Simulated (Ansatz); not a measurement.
Data:

ZnS:
```
CELL_PARAMETERS angstrom
      3.80610     0.00000     0.00000
     -1.90305     3.29618     0.00000
      0.00000     0.00000     6.24474
ATOMIC_POSITIONS crystal
  Zn 0.66667 0.33333 0.99975
  Zn 0.33333 0.66667 0.49975
  S  0.66667 0.33333 0.62545
  S  0.33333 0.66667 0.12545
```

This is the r²SCAN-relaxed structure. Cartesian axes are those of the cell as given.

All from plane-wave PAW r²SCAN (Ansatz code), unless another level is named. Estimate the band gap.

2.78 eV (direct).

And the electron effective mass?

0.18, 0.21, 0.21 mₑ (principal values).

Next, the HSE06 gap on the r²SCAN cell?

3.44 eV.

Predict the hole effective mass, band 2 of 2 at the edge.

0.20 along x, 1.5 along z (mₑ).

Next, the weight of the valence-edge state by species (Voronoi cells)?

S 78 %, Zn 22 %.

Next, the valence-band maximum?

at Γ.

Space group P6_3mc (wurtzite). Symmetry was held in the r²SCAN relaxation; phonons on a q-mesh show no instability.

Potentials: the later of the program's two PAW sets.
